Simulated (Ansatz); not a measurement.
Relaxed candidate structures of TiRu:

A. Pm-3m (No. 221), cP2, CsCl type; a = 3.046 Å, b = 3.046 Å, c = 3.046 Å, α = 90.00°, β = 90.00°, γ = 90.00°; Ti 1a (0.000, 0.000, 0.000); Ru 1b (0.500, 0.500, 0.500)

B. P6₃/mmc (No. 194), hP12; a = b = 4.1885 Å, c = 11.7446 Å, α = β = 90.00°, γ = 120.00°; Ti 2b (0.000, 0.000, 0.250); Ti 4f (0.667, 0.333, 0.082); Ru 2a (0.000, 0.000, 0.000); Ru 4f (0.333, 0.667, 0.145)

Problem. Rank these by energy per atom (lowest first), as PBEsol (plane waves to 420 eV, PAW, scalar-relativistic; Ansatz, an electronic-structure program) gives it.

Solution. A (reference, the lowest among the structures calculated here), B (+0.27 eV/atom)

Each run could gain symmetry but not lose that of its start, so entries can be saddle points. From databases, or of a type measured for this composition: Pm-3m, cP2, CsCl type; the others are generated cells (placed on structure types, drawn at random, substituted or restacked) that were not matched to a known phase here. Energies are at zero temperature and pressure, without zero-point motion. No spin polarisation in the result.
